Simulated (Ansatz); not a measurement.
Bi2Se3 (Bi2Te3 type, space group R-3m)

```xyz
5
Lattice="2.0722 1.1964 9.4827 -2.0722 1.1964 9.4827 0.0000 -2.3927 9.4827" Properties=species:S:1:pos:R:3 pbc="T T T"
Bi     0.0000     0.0000    11.4041
Bi     0.0000     0.0000    17.0439
Se     0.0000     0.0000     0.0000
Se     0.0000     0.0000     5.9889
Se     0.0000     0.0000    22.4591
```

The slice is a (0001) plane (indices of the conventional cell) through the point (0.599, 0.599, 0.599) (fractional), spanned by u = [1 0 -1] and v = [-1 2 -1] in vectors of this cell: u (4.14 Å) and v (7.18 Å, at 90° to u). It covers one period; positions are fractions (u, v).

These are PBE-D3(BJ) (plane waves to 420 eV, PAW, scalar-relativistic; Ansatz, an electronic-structure program) values and carry that method's errors. k mesh 9×9×9. Near the nuclei the fields are pseudised (PAW); where an atom keeps semicore shells as valence, they peak there. Bi2Se3 was relaxed with its symmetry unable to fall. Spin-orbit coupling is left out, though Bi is heavy.

Question: Sketch the electrostatic potential energy of an electron, from the cell's mean on this plane as a map.

Answer: 
```
|xxxxx =#@@@#= xxxx|
|xxxx  +%@@@%+  xxx|
|xxxx :*%@@@%*: xxx|
|xx  .+#%@@@%#+.  x|
|   :+#%@@@@@%#+:  |
|:-=*#%@@@@@@@%#*=-|
|*##%%@@@@@@@@@%%##|
|%%@@@@@@%%%@@@@@@%|
|@@@@@%%#####%%@@@@|
|@@@@%#*=---=*#%@@@|
|@@@%#+:     :+#%@@|
|@@%#+.  xxx  .+#%@|
|@@%*: xxxxxxx :*%@|
|@@#+  xxxxxxx  +#@|
|@@#= xxxxxxxxx =#@|
|@%#- xxxxxxxxx -#%|
|@@#= xxxxxxxxx =#@|
|@@%+  xxxxxxx  +%@|
|@@%*: xxxxxxx :*%@|
|@@%#+.  xxx  .+#%@|
|@@@%#+:     :+#%@@|
|@@@@%#*=-:-=*#%@@@|
|@@@@@%%##*##%%@@@@|
|%%@@@@@@%%%@@@@@@%|
|###%%@@@@@@@@@%%##|
|--=*#%@@@@@@@%#*=-|
|   :+#%@@@@@%#+:  |
|xx  .+#%@@@%#+.  x|
|xxxx :*%@@@%*: xxx|
|xxxx  +#@@@#+  xxx|
|xxxxx =#@@@#= xxxx|
|xxxxx -#%@%#- xxxx|
```
Scale: ten equal steps from -2.00 (start of ' ') to 6.75 (end of '@'), in the order ' .:-=+*#%@'. Values: electrostatic potential energy of an electron, from the cell's mean, in eV. The map has 18 points along u (one character each, u = 0 at the left) and 32 along v (v = 0 in the bottom row). Points within 1 Å of a nucleus are blanked (x), as the pseudised field means little there. Values under -2 eV are set to -2. The zero, the cell's mean, hangs on the PAW cores.
